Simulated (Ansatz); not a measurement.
Input file for Ansatz (a program for electronic structure):

Ansatz 0.2 input:
```yaml
crystal:
  lattice:
    - [3.3508196284, 0.0, 0.0]
    - [-1.6754098142, 2.9018949217, 0.0]
    - [0.0, 0.0, 5.6373379062]
  atoms:
    - { symbol: Ti, position: [0.0, 0.0, 0.0] }
    - { symbol: S, position: [0.6666666667, 0.3333333333, 0.2527343526] }
    - { symbol: S, position: [0.3333333333, 0.6666666667, 0.7472656474] }
kpoints:
  mp_grid: { grid: [14, 14, 7] }
hamiltonian:
  xc: pbesol
  pseudopotentials: { kind: paw }
scf:
  occupations: { method: fermi_dirac, width: 0.1 }
phonons:
  method: dfpt
  response_accuracy: low
  eigenvectors: true
  rigid_motions: translations
```

Output (shortened):

```
Pseudopotential: Ti, paw, valence charge 12
Pseudopotential: S, paw, valence charge 6
Functional definition: PBEsol
Crystal: 3 atoms, lattice volume = 54.816 Å³
Basis set: ecut = 420 eV, 1099 PW (Γ), exchange–correlation on 48×48×80 points (8 copies of the dense FFT grid, shifted against one another)
Bands: 16, of which v1, the nominal top of the filled ones, is band 12 counted from 1 (11 counted from 0)
Symmetry: 12 space group operations
k-points: 372 of 1372 (irreducible under 2 space group operations, time reversal used)
SCF iter   1: F=—  HF=-4247.760031 eV  |F-HF|=—  |Δ(HF+E_count)|=         —  Δρ=4.79e-3  dr2=1.47e-2  ethr=1.77e-3  ⟨swp⟩=5.0  Hψ=31929  notcnv=0
preconditioner: auto → Kerker (q_TF=auto, 2.377 Å⁻¹)
SCF iter   2: F=—  HF=-4247.756955 eV  |F-HF|=—  |Δ(HF+E_count)|=   3.08e-3  Δρ=2.72e-3  dr2=5.39e-3  ethr=6.11e-5  ⟨swp⟩=1.0  Hψ=8936  notcnv=0
SCF iter   3: F=—  HF=-4247.755956 eV  |F-HF|=—  |Δ(HF+E_count)|=   9.99e-4  Δρ=4.55e-4  dr2=1.61e-4  ethr=2.24e-5  ⟨swp⟩=2.0  Hψ=8493  notcnv=0
SCF iter   4: F=—  HF=-4247.755984 eV  |F-HF|=—  |Δ(HF+E_count)|=   2.72e-5  Δρ=1.63e-4  dr2=3.02e-5  ethr=6.69e-7  ⟨swp⟩=2.5  Hψ=8957  notcnv=0
SCF iter   5: F=—  HF=-4247.755993 eV  |F-HF|=—  |Δ(HF+E_count)|=   9.52e-6  Δρ=4.52e-5  dr2=3.71e-6  ethr=1.26e-7  ⟨swp⟩=2.0  Hψ=8187  notcnv=0
SCF iter   6: F=—  HF=-4247.755994 eV  |F-HF|=—  |Δ(HF+E_count)|=   6.01e-7  Δρ=1.19e-5  dr2=1.75e-7  ethr=1.55e-8  ⟨swp⟩=2.2  Hψ=7922  notcnv=0
SCF iter   7: F=—  HF=-4247.755994 eV  |F-HF|=—  |Δ(HF+E_count)|=   4.85e-9  Δρ=3.31e-6  dr2=9.18e-9  ethr=7.28e-10  ⟨swp⟩=2.0  Hψ=8185  notcnv=0
SCF iter   8: F=—  HF=-4247.755994 eV  |F-HF|=—  |Δ(HF+E_count)|=   2.28e-9  Δρ=7.66e-7  dr2=4.55e-10  ethr=3.82e-11  ⟨swp⟩=2.5  Hψ=9088  notcnv=0
SCF iter  10: F=-4247.755994 eV  HF=-4247.755994 eV  |F-HF|=0.00e0  |Δ(HF+E_count)|=  7.28e-12  Δρ=4.26e-8  dr2=1.49e-12  ethr=1.00e-12  ⟨swp⟩=5.0  Hψ=23911  notcnv=0
the search or the solves at the SCF's close seem to have found levels that the self-consistency loop had missed (the run counts 2) …
SCF 1 converged in 10 iterations: F = -4247.755994 eV  dr2 = 1.49e-12
DFPT response loops at Γ: preconditioner auto → Kerker (q_TF=auto, 2.377 Å⁻¹) (partly filled bands, converged f_vac=0.004) …
SCF converged after 10 iterations
Free energy (F): -4247.755994 eV
Harris-Foulkes:  -4247.755994 eV  (|F-HF|=0.00e0)
Internal energy: -4247.736562 eV  (E = F + TS)
E sigma→0 (E₀):  -4247.746278 eV
Entropy (-TS):   -0.019432 eV (-6.477 meV/atom)
Fermi energy:    8.279994 eV
--- Per-component energies (eV) ---
  E_band       = -200.905571
  E_kinetic    = 486.171647
  E_local      = -1531.811504  (includes V_loc(G=0)·N_el)
  E_nonlocal   = 64.523910
  E_hartree    = 628.264504
  E_xc         = -290.105346
  E_vxc        = -297.778439  (∫ρ·V_xc dr)
  E_paw        = -2189.656120  (= ΣΔE_a)
  E_vpaw       = -178.540298  (= ΣTr[D̂ρ^β])
  E_aug_tail   = 0.000125  (compensation charges beyond the density's cutoff)
  E_ewald      = -1415.387061
  E_core_change = 0.263283  (= ΣΔE_core)
  E_smearing   = -0.019432  (= −TS)
  E_closure    = 0.000000  (closes the sum)
  Σ components = -4247.755994   (vs F -4247.755994, Δ=0.00e0)
  [band-id]    e_kinetic+e_local+e_nonlocal+2·e_hartree+e_vxc+e_vpaw+e_augmentation_tail = -200.905551   (vs E_band -200.905571, Δ=1.99e-5)
--- Band table (eV; the first three rows and the last of 372) ---
  k-point 0: bands = ["-48.8814", "-25.2364", "-25.1801", "-25.1801", "-5.6436", "-3.8242", "2.6909", "5.5757", "5.5757", "8.3496", "8.5441", "8.5441", "8.8834", "8.8834", "9.2039", "11.9576"]
  k-point 1: bands = ["-48.8814", "-25.2365", "-25.1801", "-25.1801", "-5.5872", "-3.9324", "2.9060", "5.5846", "5.5846", "7.7846", "8.5042", "8.5042", "8.8801", "8.8801", "9.5010", "12.0233"]
  k-point 2: bands = ["-48.8814", "-25.2366", "-25.1801", "-25.1801", "-5.4317", "-4.1980", "3.4845", "5.6053", "5.6053", "6.8051", "8.4185", "8.4185", "8.8710", "8.8710", "9.7900", "12.1717"]
  k-point 371: bands = ["-48.8655", "-25.3134", "-25.2463", "-25.2031", "-3.9186", "-3.5458", "3.6342", "3.9931", "5.0498", "5.2178", "5.6718", "6.5012", "9.3243", "10.1894", "10.2640", "11.2501"]
--- Phonons (Γ-DFPT): 4 representative perturbations + reference, on 372 of 1372 k-points (Σ response iterations 12) ---
  ASR residual: 7.218e-4 → 0.000e0 eV/Å²; symmetrization residual: 1.442e-5 eV/Å²
  ASR residual per site (eV/Å²): 7.22e-4 7.21e-5 7.21e-5
  Γ frequencies (cm⁻¹): 0.00 0.00 0.00 179.46 179.46 241.95 241.95 331.97 376.75
  non-analytic LO–TO correction: not included (Born effective charges unavailable; polar crystals: no LO–TO splitting at Γ)
```

Cost: about 70 core-seconds (a rough figure) on shared cores.

Space group P-3m1 (CdI2 type). The cell was relaxed with PBEsol under the symmetry of its start; of distortions, only those at the zone centre were tested. The run is not spin-polarised. A crystal of weakly bound layers computed without a dispersion correction: the cell and the soft elastic constants depend strongly on that. As this level gives no gap, phonon frequencies hold no LO–TO term and depend on the k-mesh and smearing (Fermi–Dirac, 0.1 eV here).

Potentials: the later of the program's two PAW sets.

Ansatz is a plane-wave DFT program.
